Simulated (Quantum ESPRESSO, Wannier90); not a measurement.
# Wannier functions of Sr(ZnAs)2 (P-3m1)

Cell from Materials Project (mp-7770), symmetrised, no further relaxation. Not found in the COD (Crystallography Open Database) copy used; not checked further. Method: LDA plane waves in Quantum ESPRESSO 7.5 (PseudoDojo norm-conserving files, 68 Ry, no spin polarisation, no spin-orbit coupling), Bloch states on a 4×4×4 mesh through Γ, Wannier90 4.0.1. Density: 12×12×4 mesh, cold smearing 0.01 Ry. Spin-orbit coupling, left out, would split the p-like bands by a few tenths of an eV. The gap is small at this level and was sampled on the meshes and a path alone.

```
begin unit_cell_cart
ang
    4.2158799224    0.0000000000    0.0000000000
   -2.1079399612    3.6510591121    0.0000000000
    0.0000000000    0.0000000000    7.2709900000
end unit_cell_cart
mp_grid = 4 4 4
```

Neighbour vectors b of the finite-difference formula (Å⁻¹), by shell:

```tsv
shell	b_x	b_y	b_z
1	0.00000	0.00000	0.21604
1	0.00000	0.00000	-0.21604
2	0.00000	0.43023	0.00000
2	0.37259	0.21512	0.00000
2	0.00000	-0.43023	0.00000
2	0.37259	-0.21512	0.00000
2	-0.37259	-0.21512	0.00000
2	-0.37259	0.21512	0.00000
```

Problem. Find the weights w_b from the completeness condition Σ_b w_b b_α b_β = δ_αβ.

Solution. Shell 1: Σ b_x² = 0.000, Σ b_y² = 0.000, Σ b_z² = 0.093 Å⁻²
Shell 2: Σ b_x² = 0.555, Σ b_y² = 0.555, Σ b_z² = 0.000 Å⁻²
Each of the three diagonal sums, weighted, has to give 1 and the off-diagonal ones 0, which holds for w_1 = 10.7 Å², w_2 = 1.80 Å². Check on xx: 10.71×0.000 + 1.80×0.555 = 1.00.

On this mesh the 8 functions of bands 23-24,35-40 (valence bands; start: s functions at the bond centres, conv_tol = 1.0e-6) end with spreads 2.7505, 3.2089, 2.7505, 2.7505, 2.7505, 3.2089, 2.7505, 2.7505 Å², Ω_I = 20.6805 Å² and Ω_D = 0.0181 Å².

Ω_total is the sum of the spreads, 22.921 Å². Ω_OD = Ω_total − Ω_I − Ω_D = 2.222 Å². Only (Ω_D + Ω_OD)/Ω_total = 9.8 % depends on the gauge, and another start could lower the total by that share at most. The rms radius is √(Ω_total/8) = 1.69 Å.
